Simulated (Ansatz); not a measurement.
NiSi (MnP type, space group Pnma)

```
CELL_PARAMETERS angstrom
      5.11890     0.00000     0.00000
      0.00000     3.34227     0.00000
      0.00000     0.00000     5.56343
ATOMIC_POSITIONS crystal
  Ni 0.50768 0.25000 0.68874
  Ni 0.00768 0.25000 0.81126
  Ni 0.49232 0.75000 0.31126
  Ni 0.99232 0.75000 0.18874
  Si 0.67882 0.25000 0.08342
  Si 0.17882 0.25000 0.41658
  Si 0.32118 0.75000 0.91658
  Si 0.82118 0.75000 0.58342
```

The slice is a (100) plane (indices of the conventional cell) through the point (0.679, 0.250, 0.083) (fractional), spanned by u = [010] and v = [001] in vectors of this cell: u (3.34 Å) and v (5.56 Å, at 90° to u). It covers one period; positions are fractions (u, v).

Method: r2SCAN (plane waves to 500 eV, PAW, scalar-relativistic; Ansatz, a quantum-chemistry and plane-wave program). k mesh 9×14×9. Near the nuclei the fields are pseudised (PAW); where an atom keeps semicore shells as valence, they peak there. NiSi is run without spin polarisation. NiSi was relaxed with its symmetry unable to fall.

Predict the map of the valence electron density on the slice.


```
|3344667777665555556677776644|
|6677777766554444445566777777|
|8888887766443333334466778888|
|8888776655443333334455667788|
|8888776655443333334455667788|
|8877776655444444444455667777|
|8888776666555555555566667788|
|9988887777666666666677778888|
|9999888877777777777777888899|
|9999888888888877888888888899|
|9988888888888888888888888888|
|7777778888888888888888887777|
|6666667788888888888888776666|
|5555666677888899888877666655|
|4444556677888899888877665544|
|3333445577888899888877554433|
|3344445577888899888877554444|
|4455556677888899888877665555|
|6666667777888899888877776666|
|7777777777888888888877777777|
|7788888888887777778888888888|
|6677888888777777777788888877|
|2244778888776666667788887744|
|0033668888776666667788886633|
```
Scale: ten equal steps from -1.47 (start of '0') to -0.19 (end of '9'), in the order '0123456789'. Values: log₁₀ of the valence density in e/Å³. The map has 14 points along u (two characters each, u = 0 at the left) and 24 along v (v = 0 in the bottom row). The scale is logarithmic, as a density can span decades between atoms and voids.
